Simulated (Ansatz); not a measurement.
An element in the diamond structure gives these cold pressures by all-electron LAPW under PBEsol (Ansatz 0.2.0, scalar-relativistic, no spin polarisation).

```csv
V (Å³/atom),P (GPa)
36.25,0.03
32.63,2.50
29.00,8.47
25.38,21.2
21.75,49.9
18.13,116.8
14.50,288.4
```

(1) Which element is it?

Answers

(1) Hg. Its zero-pressure volume in this structure is near 36.3 Å³/atom; the volume and the steepness of P(V) together point to it, though neighbours can come close. Neighbours weren't tried against these numbers.
